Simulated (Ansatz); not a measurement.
Theory: DFT PBE, scalar-relativistic, plane waves, PAW in Ansatz 0.2.0. Cutoff 420 eV, Γ-centred meshes of about 0.25 Å⁻¹ or finer for metals and 0.3 Å⁻¹ for insulators (2π included), Gaussian smearing. No spin polarisation.

A search over trial structures of BF gave this relaxed cell.

Space group P-1 (No. 2). a = 3.102 Å, b = 4.904 Å, c = 6.884 Å, α = 88.05°, β = 79.77°, γ = 72.03°
```csv
atom,site,symmetry,x,y,z
B,2i,1,0.7370,0.9741,0.0644
B,2i,1,0.0410,0.3559,0.0791
F,2i,1,0.6760,0.9400,0.2608
F,2i,1,0.9535,0.3854,0.2720
```

Question: Is it a true minimum?

Answer: As far as tested, yes. The phonons at Γ show no imaginary mode. (Phonon run: 10×8×6 k mesh, Gaussian smearing of 0.10 eV.) After random moves of the atoms it relaxes back. Other q points weren't tested. The optical modes at Γ run from 113 to 1427 cm⁻¹. B on its first site has 1 F at 1.34 Å and 3 B at 1.80 Å; B on its second site is surrounded by 1 F at 1.31 Å and 2 B at 1.74–1.80 Å; around F on its first site lies 1 B at 1.34 Å; F on its second site is surrounded by 1 B at 1.31 Å.

No dispersion correction is applied, so the spacing and binding between layers, chains or molecules are poorly described. Phonons of metals hang on the k mesh and the smearing.
